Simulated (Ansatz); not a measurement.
The relaxed structure here is a generated cell of CdTe: the first start was made by placing the elements on the sites of a structure type, and the end was not matched to a known phase here, so it may be hypothetical. Known forms of CdTe include space group No. 216.

A relaxed structure of CdTe. Space group P6₂22 (No. 180). Computed with r2SCAN (plane waves to 500 eV, PAW, scalar-relativistic; Ansatz, a quantum-chemistry and plane-wave program).

Space group P6₂22 (No. 180); a = b = 4.5626 Å, c = 10.4661 Å, α = β = 90.00°, γ = 120.00°

| atom | site | symmetry | x | y | z |
|---|---|---|---|---|---|
| Cd | 3c | 222 | 0.5000 | 0.0000 | 0.0000 |
| Te | 3d | 222 | 0.5000 | 0.0000 | 0.5000 |

Problem. Give the band gap at the level r2SCAN.

Solution. 0.60 eV, indirect (valence top at A, conduction bottom at Γ) (no spin-orbit coupling).

Problem. Give the smallest direct gap at the level r2SCAN.

Solution. 0.71 eV at Γ.

No spin polarisation in the result. Spin-orbit coupling is missing; with elements this heavy it can move band edges by tenths of an eV or more.

The run could not lose the symmetry of its start, so the end can be a saddle point.
